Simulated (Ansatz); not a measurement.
Relaxed-ion elastic tensor of NbSi (CsCl type, Pm-3m) in GPa (Voigt order), the program Ansatz at the r²SCAN level (PAW); density 6.46 g/cm³, 15.54 Å³ per atom.

```json
[
 {"": "1", "1": "105", "2": "214", "3": "214", "4": "0.0", "5": "0.0", "6": "0.0"},
 {"": "2", "1": "214", "2": "105", "3": "214", "4": "0.0", "5": "0.0", "6": "0.0"},
 {"": "3", "1": "214", "2": "214", "3": "105", "4": "0.0", "5": "0.0", "6": "0.0"},
 {"": "4", "1": "0.0", "2": "0.0", "3": "0.0", "4": "23.4", "5": "0.0", "6": "0.0"},
 {"": "5", "1": "0.0", "2": "0.0", "3": "0.0", "4": "0.0", "5": "23.4", "6": "0.0"},
 {"": "6", "1": "0.0", "2": "0.0", "3": "0.0", "4": "0.0", "5": "0.0", "6": "23.4"}
]
```

### Question
Is the crystal mechanically stable?

### Answer
No: the smallest eigenvalue of C is -109 GPa.

A made-up cell: these elements were put on the sites of a structure type; neither database checked (COD, Materials Project) lists it. Its standing as an ambient phase is unchecked. Symmetry was held in the r²SCAN relaxation. At this level the phase is mechanically unstable. No spin polarisation was allowed. As this level gives no gap, shear constants depend on the k-mesh and smearing (Fermi–Dirac, 0.1 eV here). On the denser mesh and wider smearing of the elastic run this cell carries a stress of 0.3 GPa.

Potentials: the later of the program's two PAW sets.
